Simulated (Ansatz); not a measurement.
A geometry of TiAl3 away from equilibrium: step 2 of the relaxation of a relaxed TiAl3 cell shaken by Gaussian noise of σ = 0.08 Å a coordinate. All values below come from PBEsol (plane waves to 420 eV, PAW, scalar-relativistic; Ansatz, a quantum-chemistry and plane-wave program). Γ-centred k-mesh 5×5×11 on the run's cell (coarser than for final values), Fermi–Dirac smearing 0.05 eV.

```
CELL_PARAMETERS angstrom
      7.44948     0.04641    -0.01041
     -3.68455     6.42352     0.04742
     -0.00398     0.01863     2.85303
ATOMIC_POSITIONS crystal
  Al 0.32148 0.99109 0.01580
  Al 0.29718 0.29313 0.51701
  Al 0.99398 0.31611 0.00423
  Al 0.67291 0.99569 0.50349
  Al 0.69494 0.69032 0.01208
  Al 0.00519 0.67216 0.48935
  Ti 0.33963 0.65239 0.22511
  Ti 0.66040 0.33336 0.73764
```

Q: What forces act on the atoms (eV/Å)?

A: 
| atom | Fx | Fy | Fz |
|---|---|---|---|
| Al1 | 0.02 | 0.01 | 0.02 |
| Al2 | -0.17 | -0.14 | 0.01 |
| Al3 | -0.27 | -0.11 | -0.01 |
| Al4 | -0.07 | 0.05 | 0.04 |
| Al5 | 0.46 | 0.13 | -0.05 |
| Al6 | 0.19 | 0.01 | 0.08 |
| Ti7 | 0.23 | -0.24 | -0.10 |
| Ti8 | -0.39 | 0.28 | 0.01 |

Q: What is the pressure?

A: +1.2 GPa, compression positive.

Q: How much energy per atom can still be gained by relaxing?

A: 0.29 eV/atom; the path ends in P2₁/m (No. 11).

No spin polarisation in the result.

The end of the path is a generated cell of TiAl3: the first start was made by placing the elements on the sites of a structure type, and the end was not matched to a known phase here, so it may be hypothetical. Known forms of TiAl3 include space group No. 139.
